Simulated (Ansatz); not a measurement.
The relaxed structure here is a generated cell of Mo: the first start was made by placing the elements on the sites of a structure type, and the end was not matched to a known phase here, so it may be hypothetical. Known forms of Mo include space group No. 229.

A relaxed cell of Mo (Pm-3m (No. 221)), relaxed on a k-mesh at least as fine as the one used below. Computed with PBEsol (plane waves to 420 eV, PAW, scalar-relativistic; Ansatz, a quantum-chemistry and plane-wave program). Γ-centred k-mesh 13×13×13 on the run's cell (coarser than for final values), Fermi–Dirac smearing 0.05 eV.

```xyz
2
Lattice="5.1386 0.0000 0.0000 2.5693 2.5693 0.0000 0.0000 0.0000 2.5693" Properties=species:S:1:pos:R:3 pbc="T T T"
Mo     0.0000     0.0000     0.0000
Mo     2.5693     0.0000     0.0000
```

The atoms are displaced along an unstable phonon of this cell by (Å):

| atom | ux | uy | uz |
|---|---|---|---|
| Mo1 | 0.000 | 0.000 | 0.150 |
| Mo2 | 0.000 | 0.000 | -0.150 |

Task: What forces (eV/Å) and pressure result?

Result: 
```tsv
atom	Fx	Fy	Fz
Mo1	0.00	0.00	1.69
Mo2	0.00	0.00	-1.69
```

Pressure -1.7 GPa.

Task: Estimate the energy cost of the displacement in the harmonic approximation and compare with the calculation.

Result: For a harmonic well ΔE = −½ Σ F·u = -0.254 eV a cell, or -127 meV/atom. The calculated energy relative to the undisplaced cell is -0.15 eV/atom, so the harmonic estimate holds well.

The undisplaced cell is probably no minimum: from this displacement the run went on to Im-3m (No. 229), 1.20 eV/atom below it.

No spin polarisation in the result.
